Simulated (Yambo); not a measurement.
Yambo input for Tl$_{3}$GaF$_{6}$ (space group Fm-3m, No. 225) (a = 6.3495 Å, b = 6.3495 Å, c = 6.3495 Å, α = 60.00°, β = 60.00°, γ = 60.00°), on norm-conserving LDA (Quantum ESPRESSO, 84 Ry, without SOC) wavefunctions on a 4×4×4 mesh:

```
optics
chi
dipoles
kernel
FFTGvecs= 40 Ry
Chimod= "HARTREE"
NGsBlkXd= 3 Ry
% QpntsRXd
 1 | 1 |
%
% BndsRnXd
 1 | 152 |
%
GrFnTpXd= "R"
% EnRngeXd
 0.0 | 20.0 | eV
%
% DmRngeXd
 0.2 | 0.2 | eV
%
CGrdSpXd= 50
ETStpsXd= 161
% LongDrXd
 1.0 | 0.0 | 0.0 |
%
```

First lines of the file o-*.eps_q1_inv_rpa_dyson:

```
Absorption @ Q(1):   1.00000000     0.00000000     0.00000000    [q->0 direction]
#
# [ X ] Hartree size     :  137
# [GEN] GF Energies     : Slater exchange(X)+Perdew & Wang(C)
# [GEN] Green`s Function     : Retarded
#
# [GEN] Gauge     : Length
# [GEN] [r,Vnl] included     : yes
#
#    E[1] [eV]     Im(eps)     Re(eps)     Im(eps_o)     Re(eps_o)
#
     0.000000     0.142583E-8     3.217964     0.12029E-16     3.887007
     0.125000     0.002368     3.218699     0.003293     3.888029
     0.250000     0.004754     3.220910     0.006611     3.891102
     0.375000     0.007175     3.224612     0.009979     3.896250
     0.500000     0.009649     3.229832     0.013423     3.903510
     0.625000     0.012197     3.236609     0.016971     3.912938
     0.750000     0.014840     3.244995     0.020656     3.924607
     0.875000     0.017603     3.255054     0.024512     3.938609
     1.000000     0.020515     3.266870     0.028579     3.955062
     1.125000     0.023610     3.280540     0.032907     3.974108
     1.250000     0.026926     3.296188     0.037551     3.995920
     1.375000     0.030513     3.313962     0.042581     4.020710
     1.500000     0.034432     3.334040     0.048085     4.048734
     1.625000     0.038761     3.356644     0.054174     4.080305
     1.750000     0.043601     3.382043     0.060993     4.115810
     1.875000     0.049090     3.410573     0.068738     4.155729
     2.000000     0.055419     3.442659     0.077682     4.200667
     2.125000     0.062866     3.478844     0.088221     4.251402
     2.250000     0.071855     3.519840     0.100956     4.308948
     2.375000     0.083069     3.566593     0.116857     4.374657
     2.500000     0.097703     3.620383     0.137607     4.450353
     2.625000     0.118027     3.682892     0.166401     4.538435
     2.750000     0.148811     3.755899     0.209929     4.641449
     2.875000     0.200639     3.838357     0.282947     4.757965
     3.000000     0.290184     3.909990     0.408086     4.859740
     3.125000     0.378841     3.916812     0.530041     4.875652
     3.250000     0.380375     3.947371     0.540625     4.932142
     3.375000     0.417845     4.077165     0.614206     5.121008
     3.500000     0.574731     4.225264     0.868599     5.319306
     3.625000     0.861464     4.233347     1.287364     5.269334
     3.750000     0.965817     4.008272     1.359742     4.939037
     3.875000     0.858224     3.996442     1.213399     4.974058
     4.000000     0.892576     4.108518     1.295416     5.129652
```
(The file goes on to the top of the energy range.) Convergence of the RPA response with its 4×4×4 mesh was not tested.

Geometry of the Materials Project entry, not relaxed at this level.

The structure is a Materials Project entry; no match was found in the copy of COD used, and its stability was not checked.
